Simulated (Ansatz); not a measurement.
YSi (CsCl type, Pm-3m), plane-wave PAW PBE (Ansatz code), all energies at zero smearing, with the estimated change up to a 700 eV cutoff added, with one set of potentials and settings (totals compare only within such a set). Cell of 2 atoms (1 Y, 1 Si): -4485.360 eV.

```tsv
element	reference phase	E (eV/atom)
Y	P6_3/mmc, 2 atoms in the cell	-3848.6897
Si	Fd-3m, 2 atoms in the cell	-635.8114
```

Formation energy per atom, worked out: (-4485.360 − 1×(-3848.6897) − 1×(-635.8114))/2 = -0.429 eV/atom (-41 kJ per mol of atoms), at 0 K, without zero-point energy or fitted corrections.

A made-up cell: these elements were put on the sites of a structure type; neither database checked (COD, Materials Project) lists it. Whether it is the stable phase at ambient conditions was not checked. The cell was relaxed with PBE under the symmetry of its start; its stability against distortions is not shown here. The run is not spin-polarised. The references are the lowest solids computed at this level, not always the standard phases.

Potentials: the earlier of the program's two PAW sets.
